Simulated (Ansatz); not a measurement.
## Si2W: frozen-core PAW against all-electron methods

```
Si W
1.0
    -1.60600    1.60600    3.86120
     1.60600   -1.60600    3.86120
     1.60600    1.60600   -3.86120
Si W
2 1
Direct
  0.33300 0.33300 0.00000
  0.66700 0.66700 0.00000
  0.00000 0.00000 0.00000
```

Atoms are numbered in the order listed.

The geometry is COD entry 1010283, unchecked; take it as a test cell. It differs from other determinations. The listed cell was then made from it by scaling, straining or moving an atom.

Spin–orbit coupling is left out, though it moves levels of the heavy atoms by tenths of an eV or more.

All numbers are computed: DFT, LDA, PAW with Ansatz's default frozen-core files, scalar-relativistic (Ansatz 0.2.0); DFT, LDA, all-electron PAW with datasets made for the crystal, scalar-relativistic (Ansatz 0.2.0); DFT, LDA, all-electron LAPW, scalar-relativistic (Ansatz 0.2.0).

For PAW: a Γ-centred 11×11×14 k mesh, Fermi–Dirac smearing of 0.05 eV, cutoff 420 eV, no spin polarisation; the PAW files were made with PBE, and the program remakes their frozen cores for this functional; this mesh doesn't keep the crystal's whole symmetry, which leaves small spurious terms. The crystal-made all-electron datasets (AE datasets) take a cutoff of 320 eV at this cell. LAPW targets a basis error of 1 meV/atom. The Ansatz runs share mesh, smearing and spin set-up. Plane-wave (PAW) pressures include the program's estimate of the Pulay term.

Stress and pressure are positive in compression.

```tsv
quantity	PAW	AE datasets	LAPW
pressure (GPa)	-2.31	-2.37	-2.37
stress xx (GPa)	-4.34	-4.39	-4.39
stress zz (GPa)	1.77	1.67	1.67
stress xy (GPa)	0.06	0.06	0.06
force on Si1, z (eV/Å)	0.294	0.297	0.297
```

PAW's pressure differs from the LAPW value by +0.06 GPa.
